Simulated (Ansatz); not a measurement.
Fe (bcc (W type)), relaxed and computed with several functionals in Ansatz (plane waves, PAW).

| functional | a (Å) | B₀ by P(V) fit (GPa) | K_Hill (GPa) | G_Hill (GPa) | Θ_D (K) | spin order and moments (μB) |
|---|---|---|---|---|---|---|
| PBE+D3(BJ) | 2.805 | 210 | 212 | 101 | 518 | ferromagnetic; net 2.11 per atom; largest site about 2.2 |
| r²SCAN+D4 | 2.860 | 180 | 176 | 66.7 | 427 | ferromagnetic; net 2.65 per atom; largest site about 2.8 |
| PBEsol | 2.786 | 224 | 226 | 107 | 531 | ferromagnetic; net 2.08 per atom; largest site about 2.1 |
| r²SCAN | 2.866 | 176 | 173 | 65.5 | 423 | ferromagnetic; net 2.65 per atom; largest site about 2.8 |
| LDA | 2.751 | 251 | 248 | 117 | 551 | ferromagnetic; net 2.01 per atom; largest site about 2.1 |
| PBE | 2.832 | 192 | 193 | 89.2 | 489 | ferromagnetic; net 2.17 per atom; largest site about 2.2 |

Spin orders computed, not proven ground states: Fe, bcc (W type) with PBE+D3(BJ) ferromagnetic; Fe, bcc (W type) with r²SCAN+D4 ferromagnetic; Fe, bcc (W type) with PBEsol ferromagnetic; Fe, bcc (W type) with r²SCAN ferromagnetic; Fe, bcc (W type) with LDA ferromagnetic; Fe, bcc (W type) with PBE ferromagnetic. All cells were relaxed under the symmetry of their starts (and spin orders); stability against distortions was not tested throughout.

Potentials: the later of the program's two PAW sets.

Ansatz (a program for electronic structure) is a plane-wave DFT program.
